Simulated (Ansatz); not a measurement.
CsCl (CsCl type)

```
CELL_PARAMETERS angstrom
      4.06865     0.00000     0.00000
      0.00000     4.06865     0.00000
      0.00000     0.00000     4.06865
ATOMIC_POSITIONS crystal
  Cs 0.00000 0.00000 0.00000
  Cl 0.50000 0.50000 0.50000
```

This relaxed cell (volume V₀) is scaled evenly in all directions, its shape held. Symmetry pins the atoms to their sites.

Level of theory: PBEsol (plane waves to 420 eV, PAW, scalar-relativistic; Ansatz, a program for electronic structure). k mesh 8×8×8 (Γ-centred), Fermi-Dirac smearing 0.05 eV. Stress and pressure are positive under compression. CsCl was relaxed with its symmetry unable to fall.

At one point of the scan the stress tensor (GPa) is:

```
   1.92     0.00     0.00
   0.00     1.92     0.00
   0.00     0.00     1.92
```

Task: Which point is it?
A) V/V₀ = 0.947
B) V/V₀ = 0.867
C) V/V₀ = 0.920
D) V/V₀ = 0.893

Result: C, V/V₀ = 0.920

(Under strain, the slope of the energy per volume gives the stress and its curvature an elastic modulus.)
